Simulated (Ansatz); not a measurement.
La:
```yaml
crystal:
  lattice:
    - [3.76309, 0.00000, 0.00000]
    - [-1.88155, 3.25893, 0.00000]
    - [0.00000, 0.00000, 11.98260]
  atoms:
    - { symbol: La, position: [0.00000, 0.00000, 0.00000] }
    - { symbol: La, position: [0.00000, 0.00000, 0.50000] }
    - { symbol: La, position: [0.33333, 0.66667, 0.25000] }
    - { symbol: La, position: [0.66667, 0.33333, 0.75000] }
```

Relaxed with r²SCAN+D4.

### Question
Which orbitals make up the states near the Fermi level in r²SCAN+D4 in the plane-wave PAW code Ansatz?

### Answer
Within 0.5 eV of the Fermi level: La 5d 79 %, La 4f 11 %, La 6s 6 %. Projections are on Löwdin-orthogonalised atomic valence shells; empty p or d shells of many metals are not among them.

### Question
Tabulate the density of states.

### Answer
States/eV per cell of 4 atoms, in 0.25 eV bins, energy from the Fermi level.

| E (eV) | total | La 5d | La 4f | La 6s |
|---|---|---|---|---|
| -3.45 | 0.00 | 0.00 | 0.00 | 0.00 |
| -3.20 | 0.09 | 0.00 | 0.00 | 0.07 |
| -2.95 | 0.23 | 0.00 | 0.00 | 0.19 |
| -2.70 | 0.33 | 0.01 | 0.00 | 0.27 |
| -2.45 | 0.45 | 0.02 | 0.00 | 0.36 |
| -2.20 | 0.60 | 0.04 | 0.00 | 0.47 |
| -1.95 | 1.62 | 0.80 | 0.01 | 0.68 |
| -1.70 | 4.76 | 3.20 | 0.05 | 1.25 |
| -1.45 | 6.42 | 4.59 | 0.10 | 1.41 |
| -1.20 | 7.69 | 6.00 | 0.20 | 1.16 |
| -0.95 | 6.66 | 5.39 | 0.21 | 0.79 |
| -0.70 | 6.65 | 5.58 | 0.27 | 0.54 |
| -0.45 | 5.49 | 4.64 | 0.30 | 0.33 |
| -0.20 | 5.02 | 4.18 | 0.39 | 0.24 |
| 0.05 | 6.75 | 5.32 | 0.69 | 0.42 |
| 0.30 | 5.94 | 4.35 | 0.91 | 0.44 |
| 0.55 | 5.97 | 4.26 | 1.11 | 0.35 |
| 0.80 | 7.33 | 4.91 | 1.63 | 0.46 |
| 1.05 | 8.09 | 5.11 | 2.06 | 0.48 |
| 1.30 | 7.15 | 3.96 | 2.41 | 0.46 |

Space group P6_3/mmc (dhcp (α-La type)). Symmetry was held in the r²SCAN+D4 relaxation. The pairwise dispersion correction was not fitted to metals. Spin–orbit coupling is left out wherever it is not named.

Potentials: the later of the program's two PAW sets.
